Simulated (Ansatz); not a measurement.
SiO$_{2}$:
```
CELL_PARAMETERS angstrom
      4.98173     0.00000     0.00000
      0.00000     4.98173     0.00000
      0.00000     0.00000     6.91953
ATOMIC_POSITIONS crystal
  Si 0.19778 0.19778 0.00000
  Si 0.30222 0.69778 0.75000
  Si 0.80222 0.80222 0.50000
  Si 0.69778 0.30222 0.25000
  O  0.60882 0.73825 0.68123
  O  0.76175 0.10882 0.43123
  O  0.39118 0.26175 0.18123
  O  0.23825 0.89118 0.93123
  O  0.10882 0.76175 0.56877
  O  0.26175 0.39118 0.81877
  O  0.89118 0.23825 0.06877
  O  0.73825 0.60882 0.31877
```

Relaxed with r²SCAN. Special points in fractions of this cell's reciprocal vectors: Γ (0.000, 0.000, 0.000); X (0.000, 0.500, 0.000); M (0.500, 0.500, 0.000); Z (0.000, 0.000, 0.500); R (0.000, 0.500, 0.500); A (0.500, 0.500, 0.500).

Q: List the band energies nearest the valence-band maximum at these points for DFT-r²SCAN in the program Ansatz with PAW potentials.

A: In eV from the valence-band maximum; about four levels below and three above (degenerate sets whole), none deeper than 8.9 eV; points with the same levels are listed once.

```
k                    below                  above
-  -----------------------  ---------------------
Γ   -0.69 -0.31 -0.31 0.00         6.35 9.64 9.64
X  -0.65 -0.65 -0.50 -0.50  8.46 8.46 10.06 10.06
M  -0.59 -0.59 -0.54 -0.54    9.46 9.46 9.64 9.64
Z  -0.54 -0.54 -0.39 -0.39  7.63 7.63 10.34 10.34
R  -0.93 -0.93 -0.18 -0.18    8.91 8.91 9.61 9.61
A  -0.61 -0.61 -0.61 -0.61    9.98 9.98 9.98 9.98
```

Space group P4_32_12. The workflow started from a Materials Project entry (that database holds measured and hypothetical structures alike); the Crystallography Open Database files this formula in space group No. 96, but the cells were not matched. It is not the phase usual at ambient conditions (space group No. 92, 152, 154). Symmetry was held in the r²SCAN relaxation; of distortions, only those at the zone centre were tested.

Potentials: the earlier of the program's two PAW sets.
